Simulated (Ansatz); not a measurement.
SiO$_{2}$ (rutile), relaxed and computed with several functionals in Ansatz (plane waves, PAW). Much of their spread follows the volume that each gives.

| functional | V (Å³/atom) | B₀ by P(V) fit (GPa) |
|---|---|---|
| PBE | 8.04 | 252 |
| LDA | 7.66 | 303 |
| HSE06 | 7.75 | ? |
| r²SCAN | 7.79 | 296 |

Q: Fit a straight line to ln B₀ against ln V and predict the withheld value.

A: Least squares on the 3 shown rows: ln B₀ = -3.97 × ln V + (13.814), with a scatter of 1.9 %. For HSE06 this gives 294. The run itself gave 297, a miss of 1.0 % of that.

Not the usual ambient phase: SiO2, rutile. All cells were relaxed under the symmetry of their starts (and spin orders); stability against distortions was not tested throughout.

Potentials: the earlier of the program's two PAW sets. The files were generated under PBE; for other functionals the program regenerates the frozen cores, and for LDA and PBEsol the local potential too.

Ansatz (a first-principles code) is a plane-wave DFT program.
